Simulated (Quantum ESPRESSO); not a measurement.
## Zr3GaO7F (a curve over one atom's position)

A calculation, not a measurement. The program is pw.x of Quantum ESPRESSO 7.5 (plane-wave density functional theory). The cell is made up: 12 atoms on a rutile lattice, with randomly drawn elements, strain and displacements, not relaxed. PseudoDojo standard norm-conserving files (v0.5 for PBE, v0.4.1 for LDA and PBEsol) set the functional; there is no spin polarisation, spin-orbit coupling or dispersion term, and the masses in the input are unused placeholders.

Seven runs move atom 1 (Zr, counted in the order of the input) along x and keep all else fixed.

Input of the run at +0.0213:

```
&control calculation='scf', pseudo_dir='./dojo.nc.sr.pbe.v0_5.standard.upf', outdir='./o', disk_io='low', tprnfor=.true., tstress=.true. /
&system ibrav=0, nat=12, ntyp=4, nbnd=55, ecutwfc=84.00895049, nosym=.true., tot_charge=0,
 occupations='smearing', smearing='fd', degauss=0.0018374661
/
&electrons conv_thr=7.350e-09, electron_maxstep=60, /
ATOMIC_SPECIES
F 1.0 F.upf
Ga 1.0 Ga.upf
O 1.0 O.upf
Zr 1.0 Zr.upf
CELL_PARAMETERS angstrom
4.8861 0.0 0.0
0.0 4.8861 0.0
0.0 0.0 6.5215
ATOMIC_POSITIONS angstrom
Zr 0.0551 -0.0109 -0.0307
Zr 2.4436 2.4758 1.6677
Ga 0.0514 0.0285 3.2121
Zr 2.4739 2.4754 4.9282
O 1.5074 1.5094 -0.0119
O 3.4368 3.3937 -0.0378
O 3.9471 0.967 1.6055
O 1.0131 3.9055 1.6754
O 1.4938 1.521 3.2769
F 3.3657 3.3867 3.2317
O 3.9466 0.9488 4.8907
O 0.9405 3.8669 4.9411
K_POINTS automatic
5 5 4 1 1 1
```

| shift of atom 1 along x (Å) | free energy less that of the input shown (eV) | Fx on atom 1 (eV/Å) | Fy on atom 1 (eV/Å) | Fz on atom 1 (eV/Å) | pressure (GPa) | next band up at Gamma (eV) | iterations |
| --- | --- | --- | --- | --- | --- | --- | --- |
| -0.0972 | 0.0345 | 1.044 | 0.783 | 0.018 | -2.88 | 2.354 | 15 |
| -0.0247 | -0.0075 | 0.122 | 0.621 | 0.088 | -3.11 | 2.366 | 15 |
| +0.0213 | 0.0000 | -0.445 | 0.534 | 0.150 | -3.15 | 2.368 | 15 |
| +0.0302 | 0.0044 | -0.554 | 0.518 | 0.163 | -3.14 | 2.368 | 15 |
| +0.0790 | 0.0460 | -1.147 | 0.425 | 0.245 | -3.07 | 2.367 | 15 |
| +0.0992 | 0.0716 | -1.393 | 0.383 | 0.282 | -3.01 | 2.365 | 15 |

Question: one run is left out of the table, at +0.0580. Estimate its Fx on atom 1 (eV/Å).

Answer: -0.892. The whole row:

```
shift of atom 1 along x (Å)  free energy less that of the input shown (eV)  Fx on atom 1 (eV/Å)  Fy on atom 1 (eV/Å)  Fz on atom 1 (eV/Å)  pressure (GPa)  next band up at Gamma (eV)  iterations
                    +0.0580                                         0.0245               -0.892                0.466                0.208           -3.11                       2.368          15
```

A cubic fit gives dFx/dx = -12.31 eV/Å² at zero shift. Across the table the free energy follows the integral of the force to within 0.1 meV. A rerun of one of the cells at 1467 eV and a 7 x 7 x 6 mesh moved values by no more than 0.004 eV in energy, 0.03 GPa in stress and 0.003 eV/Å in force. The band column is the level of band 50 at Gamma less that of band 49, whose number is half the electron count, rounded up; it comes from a band step after each run.